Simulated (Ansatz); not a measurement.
Two-dimensional strain map in TiRh

Level of theory: DFT PBEsol, scalar-relativistic, plane waves, PAW (Ansatz 0.2.0). Cutoff 420 eV, Γ-centred 16×16×14 k-points, Gaussian smearing of 0.15 eV. No spin polarisation. Energies are free energies at this smearing, counted from the undisturbed cell; pressure is positive in compression.

The starting cell (as given, not relaxed at this level; it stands at -6.7 GPa, and it needn't be the usual structure):

```yaml
crystal:
  lattice:
    - [2.98800, 0.00000, 0.00000]
    - [0.00000, 2.98800, 0.00000]
    - [0.00000, 0.00000, 3.35000]
  atoms:
    - { symbol: Ti, position: [0.50000, 0.50000, 0.50000] }
    - { symbol: Rh, position: [0.00000, 0.00000, 0.00000] }
```

The cell is strained by p along both x and y and by q along z, fractional coordinates fixed. Points are written (p, q).

p was sampled at -0.050, -0.025, 0.000, 0.025, 0.050 and q at -0.050, -0.025, 0.000, 0.025, 0.050.

Task: Where on the computed points is the energy highest, and how high?

Result: At (0.050, 0.050): 255.9 meV/atom.

Task: Away from (0, 0), which computed point is lowest?

Result: (-0.025, 0.025): -11.1 meV/atom.

The map, in meV/atom:

```
 p \ q  -0.050  -0.025  0.000  0.025  0.050
-0.050   136.1    74.1   33.0   11.0    6.5
-0.025    39.5     5.5  -10.8  -11.1    3.5
 0.000     2.6    -5.8    0.0   19.2   50.7
 0.025    13.3    28.5   54.5   91.2  137.8
 0.050    61.5    98.8  143.3  195.7  255.9
```